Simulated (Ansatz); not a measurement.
Values for one crystal, relaxed and computed with plane-wave PAW LDA (Ansatz code); other levels are named.

- Volume per atom = 17.41 Å³
- Electronic character = metallic (no gap)
- Bulk modulus (Birch–Murnaghan fit) = 161 GPa
- Density of states at the Fermi level = 0.28 states/eV per atom (mean over ±0.08 eV)
- Formation energy from the elements (no fitted shifts) = -0.052 eV/atom
- Pressure derivative B′ = 5.8

### Question
Pick the material that matches.
A) SnAu5, R32 (Sn on 3a, Au on 6c, Au on 9e)
B) ZnAg, CsCl type
C) LuBi, rock salt
D) Al3Ni2, La2O3 or Ni2Al3 type

### Answer
A, SnAu5, R32 (Sn on 3a, Au on 6c, Au on 9e)

The workflow started from a Materials Project entry (that database holds measured and hypothetical structures alike); the Crystallography Open Database files this formula in space group No. 155, but the cells were not matched. Whether it is the stable phase at ambient conditions was not checked. The cell was relaxed with LDA under the symmetry of its start; whether a distortion lowers the energy is not shown. The references are the lowest solids computed at this level, not always the standard phases. Scalar-relativistic: spin–orbit coupling is off unless named, which matters more the heavier the elements.

Potentials: the later of the program's two PAW sets.
